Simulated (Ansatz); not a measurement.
Relaxed NiSi$_{2}$ (fluorite type, space group Fm-3m):

```xyz
3
Lattice="0.0000 2.7220 2.7220 2.7220 0.0000 2.7220 2.7220 2.7220 0.0000" Properties=species:S:1:pos:R:3 pbc="T T T"
Ni     0.0000     0.0000     0.0000
Si     1.3610     1.3610     1.3610
Si     4.0830     4.0830     4.0830
```

In this cell atom 2 (Si, nearest neighbour Ni at 2.357 Å; its periodic images, 3.8 Å or more away, move with it) is moved by s along Cartesian [110], unit vector (0.707, 0.707, 0.000); all other atoms and the cell stay fixed.

All values below come from PBE (plane waves to 420 eV, PAW, scalar-relativistic; Ansatz, a quantum-chemistry and plane-wave program). k mesh 12×12×12 (Γ-centred), Fermi-Dirac smearing 0.05 eV. Energies are smeared free energies. Compression counts positive. With partly filled bands, energies and forces of such displacements shift with the k mesh and the smearing. F∥ is the force on the atom along that direction. F⊥ is the part of the force across the line. NiSi2 is run without spin polarisation. NiSi2 was relaxed with its symmetry unable to fall. The PAW data are Ansatz's earlier set. The zero of ΔE is the undisplaced structure.

```tsv
s (Å)	ΔE (eV/cell)	F∥ (eV/Å)	P (GPa)	|F⊥| (eV/Å)
-0.710	2.339	7.793	26.6	5.644
-0.568	1.396	5.560	16.8	3.210
-0.426	0.740	3.753	9.3	1.615
-0.284	0.313	2.304	4.1	0.648
-0.142	0.075	1.075	1.0	0.151
0.000	0.000	0.000	0.0	0.000
0.142	0.075	-1.075	1.0	0.151
0.284	0.313	-2.304	4.1	0.648
0.426	0.740	-3.753	9.3	1.615
0.568	1.396	-5.560	16.8	3.210
0.710	2.339	-7.793	26.6	5.644
```

Key numbers:

| Quantity | Result |
|---|---|
| Energy at s = 0.710 Å | 2339 meV/cell |
| Force along the line at s = -0.710 Å | 7.79 eV/Å |
| Symmetry of the curve | even: the same for both signs |
| Shape of the curve | a single well with its minimum at or next to zero displacement |
| Force constant k = d²E/ds² at s = 0 (finite differences) | 7.39 eV/Å² |
| Harmonic estimate at the end of the scan | ½ks² = 1863 meV/cell against the computed 2339 meV/cell, so the well is stiffer than harmonic there |

(For displaced atoms, the force is minus the slope of the energy, and its curvature is a force constant, which sets phonon frequencies.)
